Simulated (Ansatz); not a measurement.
## Relaxation path: bcc Ta (100), 3 layers

DFT, PBEsol, PAW with Ansatz's default frozen-core files, scalar-relativistic (Ansatz 0.2.0); a Γ-centred 12×12×1 k mesh, Fermi–Dirac smearing of 0.05 eV, no spin polarisation. The run relaxes the atoms in the fixed cell.

Command: `ansatz run input.yaml --threads 1 --pin off --max-ram 3584MiB --backend cpu --events-out ev --progress --plain --runs-dir out` It took 25 s on 1 thread of Intel(R) Xeon(R) 6975P-C (Granite Rapids) (shared host), peak memory 0.49 GiB.

```yaml
crystal:
  lattice:
    - [3.2820482176, 0.0, 0.0]
    - [0.0, 3.2820482176, 0.0]
    - [0.0, 0.0, 19.282]
  atoms:
    - { symbol: Ta, position: [0.0, 0.0, 0.4148934701] }
    - { symbol: Ta, position: [0.5, 0.5, 0.5] }
    - { symbol: Ta, position: [0.0, 0.0, 0.5851065299] }
kpoints:
  mp_grid: { grid: [12, 12, 1] }
scf:
  occupations: { method: fermi_dirac, width: 0.05 }
hamiltonian:
  xc: pbesol
  pseudopotentials: { kind: paw }
output:
  forces: true
  stress: true
  eigenvalues: true
relax:
  f_tol: 0.01
  max_steps: 40
efield:
  axis: 3
  amplitude: 0
  dipole_correction: true
```

Each step lists its free energy a cell above the last geometry, and Cartesian positions (Å) with forces (eV/Å).

The first step:

```
step 1  dF = 521.75 meV
  Ta 0.0000 0.0000 8.0000   0.0000 0.0000 1.9841
  Ta 1.6410 1.6410 9.6410   0.0000 0.0000 0.0000
  Ta 0.0000 0.0000 11.2820   0.0000 0.0000 -1.9841
```

Spin–orbit coupling is left out, which matters for the heavy atoms. The PAW files were made under PBE.

Question: Where does the relaxation end, and by which steps?

Answer: After 5 geometries, with a shortest distance of 2.723 Å. The further steps:
```
step 2  dF = 6.75 meV
  Ta 0.0000 0.0000 8.1950   0.0000 0.0000 0.3181
  Ta 1.6410 1.6410 9.6410   0.0000 0.0000 0.0000
  Ta 0.0000 0.0000 11.0870   0.0000 0.0000 -0.3181
step 3  dF = 0.21 meV
  Ta 0.0000 0.0000 8.2124   0.0000 0.0000 0.0568
  Ta 1.6410 1.6410 9.6410   0.0000 0.0000 0.0000
  Ta 0.0000 0.0000 11.0696   0.0000 0.0000 -0.0568
step 4  dF = 0.05 meV
  Ta 0.0000 0.0000 8.2178   0.0000 0.0000 -0.0270
  Ta 1.6410 1.6410 9.6410   0.0000 0.0000 0.0000
  Ta 0.0000 0.0000 11.0642   0.0000 0.0000 0.0270
step 5  dF = 0.00 meV
  Ta 0.0000 0.0000 8.2161   0.0000 0.0000 -0.0005
  Ta 1.6410 1.6410 9.6410   0.0000 0.0000 0.0000
  Ta 0.0000 0.0000 11.0659   0.0000 0.0000 0.0005
```
